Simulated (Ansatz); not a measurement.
Consider a crystal of TiSe3 in space group P4/mmm (No. 123), with Ti on 1d; Se on 1a, 1b and 1c.

Computed with Ansatz 0.2.0, DFT PBE, scalar-relativistic, plane waves, PAW. Cutoff 420 eV, Γ-centred mesh, Gaussian smearing, collinear spin.

Energies over the elements count from the elements' standard structures at the same level, with no fitted energy shifts.

Task: Predict the relaxed structure.

Result:

Space group P4/mmm (No. 123). a = 3.915 Å, b = 3.915 Å, c = 5.512 Å, α = 90.00°, β = 90.00°, γ = 90.00°
```csv
atom,site,symmetry,x,y,z
Ti,1d,4/mmm,0.5000,0.5000,0.5000
Se,1a,4/mmm,0.0000,0.0000,0.0000
Se,1b,4/mmm,0.0000,0.0000,0.5000
Se,1c,4/mmm,0.5000,0.5000,0.0000
```

Ti has 6 Se at 2.76–2.77 Å; Se on its first site has 6 Se at 2.76–2.77 Å; around Se on its second site lie 2 Se at 2.76 Å and 4 Ti at 2.77 Å; Se on its third site has 2 Ti at 2.76 Å and 4 Se at 2.77 Å. Another local minimum with the same sites may exist.

Task: Where does its energy lie, and is it a metal?

Result: The energy over the elements is −0.26 eV/atom. The gap on the 12×12×10 mesh of the 4-atom cell is 0 eV (a metal), the net moment per atom is 0.45 μB and the moment by site is Ti 1.4; Se 0.1 μB.

The last run used collinear spin and Gaussian smearing of 0.10 eV. The reference form of Se is held partly by dispersion forces, which this level lacks. Another magnetic order may lie lower. Symmetry constrained the relaxation, so the result can be a saddle point. Another cell of TiSe3 relaxed alike but without spin, in P-62m, lies 240 meV/atom lower, so this cell isn't the stable form at this level. Site moments count only spheres around the atoms; the net moment includes the space between them.
